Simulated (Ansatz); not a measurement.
ZnSe:
```xyz
2
Lattice="0.0000 2.8663 2.8663 2.8663 0.0000 2.8663 2.8663 2.8663 0.0000" Properties=species:S:1:pos:R:3 pbc="T T T"
Zn     0.0000     0.0000     0.0000
Se     1.4332     1.4332     1.4332
```

Relaxed with PBE. Special points in fractions of this cell's reciprocal vectors: Γ (0.000, 0.000, 0.000); X (0.500, 0.000, 0.500); U (0.625, 0.250, 0.625); K (0.375, 0.375, 0.750); L (0.500, 0.500, 0.500); W (0.500, 0.250, 0.750).

Q: List the band energies nearest the valence-band maximum at these points for PBE in the plane-wave PAW code Ansatz.

A: In eV from the valence-band maximum; about four levels below and three above (degenerate sets whole), none deeper than 8.9 eV; … stands for higher levels left out; points with the same levels are listed once.

| k | below | above |
|---|---|---|
| Γ | -6.08 -6.08 0.00 0.00 0.00 | 1.15 … |
| X | -5.92 -4.60 -2.07 -2.07 | 3.07 3.46 10.47 |
| U | -5.84 -4.55 -2.92 -1.69 | 3.61 5.52 8.94 |
| L | -5.94 -5.01 -0.82 -0.82 | 2.48 6.39 6.39 |
| W | -5.81 -4.52 -2.62 -2.51 | 5.39 5.48 6.89 |

Space group F-43m (zinc blende). The cell was relaxed with PBE under the symmetry of its start. Scalar-relativistic: spin–orbit coupling is off unless named, which matters more the heavier the elements.

Potentials: the earlier of the program's two PAW sets.
